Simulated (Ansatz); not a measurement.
Here is the system:

Starting cell, Rh (fcc, Cu type):

```
Rh
1.0
    0.00000     3.83026     3.83026
    1.91513     1.91513     3.83026
    1.91513     1.91513     0.00000
Rh
2
Cartesian
  0.00000   0.00000   0.00000
  1.91513   3.83026   5.74540
```

A phonon eigenvector at X = (0.5, 0.5, 0.0) is frozen into this cell: atom i moves by Q times the vector below, so Q is the largest atomic displacement, in Å. The cell is held. (q is in reciprocal vectors of the primitive cell; the cell shown is doubled to hold the pattern.)

```tsv
atom	x	y	z
Rh1	0.000	0.000	-1.000
Rh2	0.000	0.000	1.000
```

Method: PBE (plane waves to 420 eV, PAW, scalar-relativistic; Ansatz, a program for electronic structure). k mesh 21×21×21 (Γ-centred), Fermi-Dirac smearing 0.05 eV. The energy includes the smearing's −TS. With partly filled bands, energies and forces of such displacements shift with the k mesh and the smearing. Rh is run without spin polarisation. Rh was relaxed with its symmetry unable to fall. The PAW data are Ansatz's earlier set. ΔE is measured from the undisplaced structure.

The scan covers Q from -0.100 to 0.100 Å in 13 points.

Problem. Is this a single well or a double well?

Solution. A single well with its minimum at or next to zero displacement.

Problem. Which space group does the distorted structure have?

Solution. P4/nmm (No. 129), lowered from Fm-3m.

Problem. What is the energy change at Q = 0.100 Å?

Solution. 193 meV/cell.

Problem. What harmonic wavenumber does the curvature at Q = 0 give?

Solution. 222 cm⁻¹.

(A displaced cell: forces are minus the slopes of the energy, force constants its curvatures, and phonons follow from these.)
